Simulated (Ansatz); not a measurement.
MoSi₂ (MoSi2 type, space group I4/mmm)

```yaml
crystal:
  lattice:
    - [-1.60850, 1.60850, 3.93661]
    - [1.60850, -1.60850, 3.93661]
    - [1.60850, 1.60850, -3.93661]
  atoms:
    - { symbol: Mo, position: [0.00000, 0.00000, 0.00000] }
    - { symbol: Si, position: [0.33511, 0.33511, 0.00000] }
    - { symbol: Si, position: [0.66489, 0.66489, 0.00000] }
```

Two-dimensional scan of atom 1 (Mo, nearest neighbour Si at 2.619 Å; its periodic images, 3.2 Å or more away, move with it): u runs along (1.000, 0.000, 0.000), v along (0.000, 0.000, 1.000) (Cartesian). Cell and other atoms are fixed.

Level of theory: PBE (plane waves to 420 eV, PAW, scalar-relativistic; Ansatz, a program for electronic structure). k mesh 16×16×16 (Γ-centred), Fermi-Dirac smearing 0.05 eV. Energies are smeared free energies. With partly filled bands, energies and forces of such displacements shift with the k mesh and the smearing. MoSi2 is run without spin polarisation. MoSi2 was relaxed with its symmetry unable to fall. The PAW data are Ansatz's earlier set. ΔE is measured from the undisplaced structure. Axes are in Å.

The scan covers u from -0.390 to 0.390 Å in 5 points and v from -0.390 to 0.390 Å in 5 points.

### Question
In which direction of the plane is the atom held most weakly?

### Answer
Along u.

### Question
Is the undisplaced position a minimum, a maximum or a saddle of this map?

### Answer
A minimum.

### Question
What are the two principal curvatures of the energy at the centre?

### Answer
9.3 and 12.3 eV/Å².

(A displaced cell: forces are minus the slopes of the energy, force constants its curvatures, and phonons follow from these.)
